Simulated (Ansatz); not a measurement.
MoS₂:
Space group R-3m, hexagonal axes (No. 166); a = 3.2185 Å, b = 3.2185 Å, c = 18.8273 Å, α = 90.00°, β = 90.00°, γ = 120.00°

| atom | site | symmetry | x | y | z |
|---|---|---|---|---|---|
| Mo | 3a | -3m | 0.0000 | 0.0000 | 0.0000 |
| S | 6c | 3m | 0.0000 | 0.0000 | 0.2509 |
(The calculation used a cell of 3 atoms; values per cell refer to that cell.)

Relaxed at zero pressure with DFT-r²SCAN in the program Ansatz with PAW potentials.

### Question
The volume is lowered by 3 % and shape and atoms relax at that volume. What pressure results, and how do the axes share the change?

### Answer
0.9 GPa; a -0.4 %, b -0.4 %, c -2.2 %; the energy rises by 2 meV/atom.

### Question
Give the new structure.

### Answer

Space group R-3m, hexagonal axes (No. 166); a = 3.2061 Å, b = 3.2061 Å, c = 18.4044 Å, α = 90.00°, β = 90.00°, γ = 120.00°

```tsv
atom	site	symmetry	x	y	z
Mo	3a	-3m	0.0000	0.0000	0.0000
S	6c	3m	0.0000	0.0000	0.2488
```

The phase is kept; no other phase was compared at this pressure.

A made-up cell: these elements were put on the sites of a structure type; the Crystallography Open Database files this formula in space group No. 166, but the cells were not matched. It is not the phase usual at ambient conditions (space group No. 160, 194). The r²SCAN relaxation kept the symmetry of its start; its stability against distortions is not shown here. No spin polarisation was allowed. A crystal of weakly bound layers computed without a dispersion correction: the cell and the soft elastic constants depend strongly on that.

Potentials: the later of the program's two PAW sets.
